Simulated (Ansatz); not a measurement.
Does this entry for KMnAg3C6N6 lie near equilibrium?

The cell is a measured structure from the Crystallography Open Database (COD), atoms as given.

```cif
data_KMnAg3C6N6
_symmetry_space_group_name_H-M 'P312'
_symmetry_Int_Tables_number 149
_cell_length_a 6.9219
_cell_length_b 6.9219
_cell_length_c 8.1465
_cell_angle_alpha 90.000
_cell_angle_beta 90.000
_cell_angle_gamma 120.000
loop_
_atom_site_label
_atom_site_type_symbol
_atom_site_symmetry_multiplicity
_atom_site_Wyckoff_symbol
_atom_site_fract_x
_atom_site_fract_y
_atom_site_fract_z
K K 1 a 0.0000 0.0000 0.0000
Mn Mn 1 c 0.3333 0.6667 0.0000
Ag Ag 3 k 0.8283 0.6566 0.5000
C C 6 l 0.6759 0.6625 0.2843
N N 6 l 0.5923 0.6707 0.1664
```

One atom of each set is listed.

Computed with Ansatz: DFT, PBE, plane waves and PAW, scalar-relativistic, collinear spin, 420 eV cutoff, Γ-centred 6×6×4 k-points, Fermi–Dirac smearing 0.05 eV. Start moments as typed (μB): 4 on each Mn, none on the rest.

(1) Do the atoms and the cell lie near the calculated equilibrium?

Results:

(1) No. The largest force is 3.9 eV/Å, on atom 6 (C: 1 N at 1.14 Å, 1 Ag at 2.06 Å, angle 178°; also 1 K at 3.26 Å, 1 Mn at 3.33 Å), and the pressure is 3.9 GPa, with principal stresses up to 8 GPa in size. Such values can come from imprecise or misplaced coordinates, missing atoms or a wrong setting of the space group; the run alone doesn't tell which, and gradients calculated on this entry can't be taken for those of the compound at ambient conditions.
